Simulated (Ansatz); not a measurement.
CsPbCl$_{3}$ (cubic perovskite)

```
CsPbCl3
1.0
    5.67354     0.00000     0.00000
    0.00000     5.67354     0.00000
    0.00000     0.00000     5.67354
Cs Pb Cl
1 1 3
Cartesian
  0.00000   0.00000   0.00000
  2.83677   2.83677   2.83677
  0.00000   2.83677   2.83677
  2.83677   2.83677   0.00000
  2.83677   0.00000   2.83677
```

In each cell atom 4 (Cl, nearest neighbour Pb at 2.837 Å; its periodic images, 5.7 Å or more away, move with it) moves by s·(0.577, 0.577, 0.577) (along Cartesian [111]), the rest being held.

The numbers are results of r2SCAN (plane waves to 500 eV, PAW, scalar-relativistic; Ansatz, a program for electronic structure), not measurements. k mesh 5×5×5 (Γ-centred), Fermi-Dirac smearing 0.05 eV. E stands for the smeared free energy. CsPbCl3 was relaxed with its symmetry unable to fall. Spin-orbit coupling is left out, though Pb is heavy. The PAW data are Ansatz's earlier set. This is a high-temperature form of CsPbCl3. The zero of ΔE is the undisplaced structure.

```
s (Å)   ΔE (meV/cell)
------  -------------
-0.570          162.7
-0.456           95.3
-0.342       withheld
-0.228           20.4
-0.114            4.9
0.000             0.0
0.114             4.9
0.228            20.4
0.342        withheld
0.456            95.3
0.570           162.7
```

Task: Fit an even polynomial form (powers 2, 4, 6) to the given rows and predict ΔE at s = 0.342.

Result: Least squares on the 9 given rows: ΔE = (368.5)·s² + (476.3)·s⁴ + (-212.5)·s⁶, in meV/cell with s in Å; root-mean-square residual 0.02 meV/cell. At 0.342 the fit gives 49.3 meV/cell; the calculation gives 49.3 meV/cell, the same to the digits shown. The quadratic term alone would give 43.1 meV/cell.

(For displaced atoms, the force is minus the slope of the energy, and its curvature is a force constant, which sets phonon frequencies.)
